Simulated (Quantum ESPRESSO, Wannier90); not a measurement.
Tight-binding from DFT: CsAu (CsCl type)

Cell from Materials Project (mp-2667), symmetrised, no further relaxation. COD (Crystallography Open Database) has an entry of this formula and space group (matched by these alone). Method: PBEsol plane waves in Quantum ESPRESSO 7.5 (PseudoDojo norm-conserving files, 61 Ry, spinors with spin-orbit coupling), Bloch states on a 6×6×6 mesh through Γ, Wannier90 4.0.1. Density: 10×10×10 mesh, cold smearing 0.01 Ry.

On the energy scale of pw.x, whose zero is arbitrary, the valence-band maximum lies at 6.77 eV.

Input w.win:

```
num_bands = 2
num_wann = 2
exclude_bands = 3-74
spinors = true
num_iter = 1000
conv_tol = 1.0e-6
conv_window = 4
write_hr = true
write_u_matrices = true
auto_projections = true
begin unit_cell_cart
ang
    4.2828500000    0.0000000000    0.0000000000
    0.0000000000    4.2828500000    0.0000000000
    0.0000000000    0.0000000000    4.2828500000
end unit_cell_cart
begin atoms_frac
Cs   0.0000000000  0.0000000000  0.0000000000
Au   0.5000000000  0.5000000000  0.5000000000
end atoms_frac
mp_grid = 6 6 6
begin kpoints
0.0000000000 0.0000000000 0.0000000000
0.0000000000 0.0000000000 0.1666666667
0.0000000000 0.0000000000 0.3333333333
... (213 more lines: the 6x6x6 mesh through Gamma)
end kpoints
```

Input of pw2wannier90.x that gives the overlap and projection files (equivalent; here they were cut from one run over all bands):

```
&inputpp
  outdir = './out'
  prefix = 'pwscf'
  seedname = 'w'
  write_amn = .true.
  write_mmn = .true.
  atom_proj = .true.
  atom_proj_exclude = 1 2 3 4 5 6 7 8 9 10 13 14 15 16 17 18 19 20 21 22 23 24 25 26 27 28 29 30
/
```

Output w.wout (banner and timings cut):

```
                                    ------
                                    SYSTEM
                                    ------

                              Lattice Vectors (Ang)
                    a_1     4.282850   0.000000   0.000000
                    a_2     0.000000   4.282850   0.000000
                    a_3     0.000000   0.000000   4.282850

                   Unit Cell Volume:      78.55948  (Ang^3)

                        Reciprocal-Space Vectors (Ang^-1)
                    b_1     1.467057   0.000000   0.000000
                    b_2     0.000000   1.467057   0.000000
                    b_3     0.000000   0.000000   1.467057

 *----------------------------------------------------------------------------*
 |   Site       Fractional Coordinate          Cartesian Coordinate (Ang)     |
 +----------------------------------------------------------------------------+
 | cs   1   0.00000   0.00000   0.00000   |    0.00000   0.00000   0.00000    |
 | au   1   0.50000   0.50000   0.50000   |    2.14142   2.14142   2.14142    |
 *----------------------------------------------------------------------------*
                                ------------
                                K-POINT GRID
                                ------------

             Grid size =  6 x  6 x  6      Total points =  216

 *---------------------------------- MAIN ------------------------------------*
 |  Number of Wannier Functions               :                 2             |
 |  Number of Objective Wannier Functions     :                 2             |
 |  Number of input Bloch states              :                 2             |
 |  Output verbosity (1=low, 5=high)          :                 1             |
 |  Timing Level (1=low, 5=high)              :                 1             |
 |  Optimisation (0=memory, 3=speed)          :                 3             |
 |  Length Unit                               :               Ang             |
 |  Post-processing setup (write *.nnkp)      :                 F             |
 |  Using Gamma-only branch of algorithms     :                 F             |
 *----------------------------------------------------------------------------*
 *------------------------------- WANNIERISE ---------------------------------*
 |  Total number of iterations                :              1000             |
 |  Number of CG steps before reset           :                 5             |
 |  Trial step length for line search         :             2.000             |
 |  Convergence tolerence                     :         0.100E-05             |
 |  Convergence window                        :                 4             |
 |  Iterations between writing output         :                 1             |
 |  Iterations between backing up to disk     :               100             |
 |  Write r^2_nm to file                      :                 F             |
 |  Write xyz WF centres to file              :                 F             |
 |  Write on-site energies <0n|H|0n> to file  :                 F             |
 |  Use guiding centre to control phases      :                 F             |
 |  Use phases for initial projections        :                 F             |
 *----------------------------------------------------------------------------*
 *-------------------------------- PLOTTING ----------------------------------*
 |  Plotting Hamiltonian in WF basis          :                 T             |
 *----------------------------------------------------------------------------*

 *---------------------------------- K-MESH ----------------------------------*
 +----------------------------------------------------------------------------+
 |                    Distance to Nearest-Neighbour Shells                    |
 |                    ------------------------------------                    |
 |          Shell             Distance (Ang^-1)          Multiplicity         |
 |          -----             -----------------          ------------         |
 |             1                   0.244510                      6            |
 |             2                   0.345789                     12            |
 |             3                   0.423503                      8            |
 |             4                   0.489019                      6            |
 |             5                   0.546740                     24            |
 |             6                   0.598924                     24            |
 |             7                   0.691577                     12            |
 |             8                   0.733529                     30            |
       ... (lines left out)
 +----------------------------------------------------------------------------+
 | The b-vectors are chosen automatically                                     |
 | The following shells are used:                       1                     |
 +----------------------------------------------------------------------------+
 |                        Shell   # Nearest-Neighbours                        |
 |                        -----   --------------------                        |
 |                          1               6                                 |
 +----------------------------------------------------------------------------+
 | Completeness relation is fully satisfied [Eq. (B1), PRB 56, 12847 (1997)]  |
 +----------------------------------------------------------------------------+
 |                  b_k Vectors (Ang^-1) and Weights (Ang^2)                  |
 |                  ----------------------------------------                  |
 |            No.         b_k(x)      b_k(y)      b_k(z)        w_b           |
 |            ---        --------------------------------     --------        |
 |             1         0.000000    0.000000    0.244510     8.363316        |
 |             2         0.000000    0.244510    0.000000     8.363316        |
 |             3         0.244510    0.000000    0.000000     8.363316        |
 |             4         0.000000    0.000000   -0.244510     8.363316        |
 |             5         0.000000   -0.244510    0.000000     8.363316        |
 |             6        -0.244510    0.000000    0.000000     8.363316        |
 +----------------------------------------------------------------------------+
 |                           b_k Directions (Ang^-1)                          |
 |                           -----------------------                          |
 |            No.           x           y           z                         |
 |            ---        --------------------------------                     |
 |             1         0.000000    0.000000    0.244510                     |
 |             2         0.000000    0.244510    0.000000                     |
 |             3         0.244510    0.000000    0.000000                     |
 +----------------------------------------------------------------------------+

 Starting a new Wannier90 calculation ...

 Reading overlaps from w.mmn

 Reading projections from w.amn

 *------------------------------- WANNIERISE ---------------------------------*
 +--------------------------------------------------------------------+<-- CONV
 | Iter  Delta Spread     RMS Gradient      Spread (Ang^2)            |<-- CONV
 +--------------------------------------------------------------------+<-- CONV

 ------------------------------------------------------------------------------
 Initial State
  WF centre and spread    1  (  2.141425,  2.141425,  2.141425 )     0.26334504
  WF centre and spread    2  (  2.141425,  2.141425,  2.141425 )     0.26334504
  Sum of centres and spreads (  4.282850,  4.282850,  4.282850 )     0.52669007

      0     0.527E+00     0.0000000000        0.5266900628  <-- CONV
        O_D=      0.0000000 O_OD=      0.0000000 O_TOT=      0.5266901 <-- SPRD
 ------------------------------------------------------------------------------
      1     0.000E+00     0.0000000007        0.5266900628  <-- CONV
        O_D=      0.0000000 O_OD=      0.0000000 O_TOT=      0.5266901 <-- SPRD
      2     0.000E+00     0.0000000007        0.5266900628  <-- CONV
        O_D=      0.0000000 O_OD=      0.0000000 O_TOT=      0.5266901 <-- SPRD
      3     0.000E+00     0.0000000007        0.5266900628  <-- CONV
        O_D=      0.0000000 O_OD=      0.0000000 O_TOT=      0.5266901 <-- SPRD
      4     0.000E+00     0.0000000007        0.5266900628  <-- CONV
        O_D=      0.0000000 O_OD=      0.0000000 O_TOT=      0.5266901 <-- SPRD
             <<<     Delta < 1.000E-06  over  4 iterations     >>>
             <<< Wannierisation convergence criteria satisfied >>>
 Final State
  WF centre and spread    1  (  2.141425,  2.141425,  2.141425 )     0.26334504
  WF centre and spread    2  (  2.141425,  2.141425,  2.141425 )     0.26334504
  Sum of centres and spreads (  4.282850,  4.282850,  4.282850 )     0.52669007

         Spreads (Ang^2)       Omega I      =     0.526690063
        ================       Omega D      =     0.000000000
                               Omega OD     =     0.000000000
    Final Spread (Ang^2)       Omega Total  =     0.526690063
```
